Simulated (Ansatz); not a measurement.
Relaxed AlN (wurtzite):

```
CELL_PARAMETERS angstrom
      3.10670     0.00000     0.00000
     -1.55335     2.69048     0.00000
      0.00000     0.00000     9.95692
ATOMIC_POSITIONS crystal
  Al 0.33333 0.66667 0.49830
  Al 0.33333 0.66667 0.99830
  Al 0.66667 0.33333 0.24830
  Al 0.66667 0.33333 0.74830
  N  0.33333 0.66667 0.18910
  N  0.33333 0.66667 0.68910
  N  0.66667 0.33333 0.43910
  N  0.66667 0.33333 0.93910
```

A phonon eigenvector at A = (0.0, 0.0, 0.5) is frozen into this cell: atom i moves by Q times the vector below, so Q is the largest atomic displacement, in Å. The cell is held. It is one choice among 4 degenerate patterns. (q is in reciprocal vectors of the primitive cell; the cell shown is doubled to hold the pattern.)

```csv
atom,x,y,z
Al1,0.000,-0.975,0.000
Al2,0.000,0.975,0.000
Al3,0.000,-0.832,0.000
Al4,0.000,0.832,0.000
N5,0.000,-0.682,0.000
N6,0.000,0.682,0.000
N7,0.000,-1.000,0.000
N8,0.000,1.000,0.000
```

Computed with r2SCAN (plane waves to 500 eV, PAW, scalar-relativistic; Ansatz, a first-principles code). k mesh 12×12×4 (Γ-centred), Fermi-Dirac smearing 0.05 eV. Energies are smeared free energies. AlN was relaxed with its symmetry unable to fall. ΔE is measured from the undisplaced structure.

```tsv
Q (Å)	ΔE (meV/cell)
-0.1000	78.3
-0.0833	54.4
-0.0667	withheld
-0.0500	19.6
-0.0333	8.7
-0.0167	2.2
0.0000	0.0
0.0167	2.2
0.0333	8.7
0.0500	19.6
0.0667	withheld
0.0833	54.4
0.1000	78.3
```

### Question
Fit an even polynomial form (powers 2, 4) to the given rows and predict ΔE at Q = 0.0667.

### Answer
Least squares on the 11 given rows: ΔE = (7853)·Q² + (-2199)·Q⁴, in meV/cell with Q in Å; root-mean-square residual 0.01 meV/cell. At 0.0667 the fit gives 34.9 meV/cell; the calculation gives 34.8 meV/cell, so the interpolation is off by 0.1 (+0.3 %). The quadratic term alone would give 34.9 meV/cell.

(For displaced atoms, the force is minus the slope of the energy, and its curvature is a force constant, which sets phonon frequencies.)
